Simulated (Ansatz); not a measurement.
Li₈HfO₆ — coordination and ⁷Li quadrupole coupling

Cell: a Materials Project structure (computed, not necessarily an observed phase).

```cif
data_Li8HfO6
_symmetry_space_group_name_H-M 'R-3:H'
_symmetry_Int_Tables_number 148
_cell_length_a 5.4315
_cell_length_b 5.4315
_cell_length_c 15.2872
_cell_angle_alpha 90.000
_cell_angle_beta 90.000
_cell_angle_gamma 120.000
loop_
_atom_site_label
_atom_site_type_symbol
_atom_site_symmetry_multiplicity
_atom_site_Wyckoff_symbol
_atom_site_fract_x
_atom_site_fract_y
_atom_site_fract_z
Li1 Li 18 f 0.9588 0.6482 0.5451
Li4 Li 6 c 0.0000 0.0000 0.6555
Hf Hf 3 a 0.0000 0.0000 0.0000
O O 18 f 0.9713 0.6492 0.4144
```

One atom of each set is listed; the run and its k-mesh use a cell of 15 atoms with edges of 5.98, 5.98, 5.98 Å.

The numbers come from a DFT calculation in Ansatz (PBE, plane waves and PAW, scalar-relativistic, 420 eV cutoff, Γ-centred 5×5×5 k-points, Fermi–Dirac smearing 0.02 eV).

Q(⁷Li) = -40.10 mb.

(1) Rank these Li sites by |C_Q|, smallest first.
A. Li1: 4 O at 1.87–2.00 Å; also 1 O at 3.11 Å
B. Li4: 6 O at 2.12–2.38 Å; also 6 Li at 2.47–2.62 Å

Results:

(1) B (0.078 MHz, η = 0.00), A (0.127 MHz, η = 0.13).

An axis of threefold or higher order runs through Li4, so V_zz lies along it and η is zero. Like point charges on the first shell alone (each adding as 1/d³) would give the same order.

At this cell the principal stresses reach 5 GPa in size with PBE, which can matter for small gradients. The largest force is 0.3 eV/Å, so the atoms aren't at the calculated equilibrium and relaxing them would move these values. With these PAW files V_zz is typically within 2 to 3 % of all-electron values, but misses above 10 % occur on Li.
